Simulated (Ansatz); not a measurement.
Given:

Nb$_{3}$Si:
```cif
data_Nb12Si4
_chemical_formula_sum 'Si4 Nb12'
_space_group_name_H-M_alt 'Fm-3m'
_space_group_IT_number 225
_space_group_name_Hall '-F 4 2 3'
_cell_length_a 6.45032
_cell_length_b 6.45032
_cell_length_c 6.45032
_cell_angle_alpha 90.000
_cell_angle_beta 90.000
_cell_angle_gamma 90.000
loop_
_atom_site_label
_atom_site_type_symbol
_atom_site_symmetry_multiplicity
_atom_site_Wyckoff_symbol
_atom_site_fract_x
_atom_site_fract_y
_atom_site_fract_z
_atom_site_occupancy
Si1 Si 4 a 0.00000 0.00000 0.00000 1
Nb1 Nb 4 b 0.50000 0.50000 0.50000 1
Nb2 Nb 8 c 0.25000 0.25000 0.25000 1
```
(The calculation used a cell of 4 atoms; values per cell refer to that cell.)

This is the PBE-relaxed structure.

Task: All from plane-wave PAW PBE (Ansatz code), unless another level is named. Estimate the electronic character.

Result: metallic (no gap).

Task: Next, the density of states at the Fermi level?

Result: 1.1 states/eV per atom (mean over ±0.08 eV).

Task: Predict the formation energy from the elements (no fitted shifts).

Result: -0.16 eV/atom.

A made-up cell: these elements were put on the sites of a structure type; neither database checked (COD, Materials Project) lists it. COD files the formula under space group No. 86, 221, so this cell is another polymorph or a model. Its standing as an ambient phase is unchecked. The cell was relaxed with PBE under the symmetry of its start; whether a distortion lowers the energy is not shown. The run is not spin-polarised. The references are the lowest solids computed at this level, not always the standard phases. Spin–orbit coupling is left out wherever it is not named.

Potentials: the later of the program's two PAW sets.
